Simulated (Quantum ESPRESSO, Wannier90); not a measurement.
## WO₃ (ReO3 type): Wannier90 run

Materials Project entry mp-19390; symmetrised, unrelaxed at this level. Not found in the COD (Crystallography Open Database) copy used, which has the formula in other groups; not checked further. Method: PBEsol plane waves in Quantum ESPRESSO 7.5 (PseudoDojo norm-conserving files, 68 Ry, spinors with spin-orbit coupling), Bloch states on a 6×6×6 mesh through Γ, Wannier90 4.0.1. Density: 8×8×8 mesh, Gaussian smearing 0.01 Ry.

```
begin unit_cell_cart
ang
    3.8062000000    0.0000000000    0.0000000000
    0.0000000000    3.8062000000    0.0000000000
    0.0000000000    0.0000000000    3.8062000000
end unit_cell_cart
mp_grid = 6 6 6
```

Q: Which shells of neighbouring k-points and which b-vectors and weights does Wannier90 pick for this cell and mesh?

A: 
```
 *---------------------------------- K-MESH ----------------------------------*
 +----------------------------------------------------------------------------+
 |                    Distance to Nearest-Neighbour Shells                    |
 |                    ------------------------------------                    |
 |          Shell             Distance (Ang^-1)          Multiplicity         |
 |          -----             -----------------          ------------         |
 |             1                   0.275129                      6            |
 |             2                   0.389092                     12            |
 |             3                   0.476538                      8            |
 |             4                   0.550259                      6            |
 |             5                   0.615208                     24            |
 |             6                   0.673927                     24            |
 |             7                   0.778183                     12            |
 |             8                   0.825388                     30            |
       ... (lines left out)
 +----------------------------------------------------------------------------+
 | The b-vectors are chosen automatically                                     |
 | The following shells are used:                       1                     |
 +----------------------------------------------------------------------------+
 |                        Shell   # Nearest-Neighbours                        |
 |                        -----   --------------------                        |
 |                          1               6                                 |
 +----------------------------------------------------------------------------+
 | Completeness relation is fully satisfied [Eq. (B1), PRB 56, 12847 (1997)]  |
 +----------------------------------------------------------------------------+
 |                  b_k Vectors (Ang^-1) and Weights (Ang^2)                  |
 |                  ----------------------------------------                  |
 |            No.         b_k(x)      b_k(y)      b_k(z)        w_b           |
 |            ---        --------------------------------     --------        |
 |             1         0.000000    0.000000    0.275129     6.605352        |
 |             2         0.000000    0.275129    0.000000     6.605352        |
 |             3         0.275129    0.000000    0.000000     6.605352        |
 |             4         0.000000    0.000000   -0.275129     6.605352        |
 |             5         0.000000   -0.275129    0.000000     6.605352        |
 |             6        -0.275129    0.000000    0.000000     6.605352        |
```
